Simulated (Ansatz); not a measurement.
InGaSbAs (Pmm2), relaxed with r²SCAN (Ansatz, a quantum-chemistry and plane-wave program, plane waves, PAW): a = 4.299 Å, b = 4.335 Å, c = 6.157 Å, α = 90.00°, β = 90.00°, γ = 90.00°.

Q: The same phase is relaxed and computed with PBEsol in the same code. What is the cell now?

A: a = 4.283 Å, b = 4.320 Å, c = 6.129 Å, α = 90.00°, β = 90.00°, γ = 90.00°.

Typed or built starts, not in the databases checked: InGaSbAs, Pmm2 (In on 1a, As on 1b, Ga on 1d, Sb on 1c). All cells were relaxed under the symmetry of their starts (and spin orders); stability against distortions was not tested throughout. Scalar-relativistic: spin–orbit coupling is off unless named, which matters more the heavier the elements.

Potentials: the later of the program's two PAW sets.

Ansatz is a plane-wave DFT program.
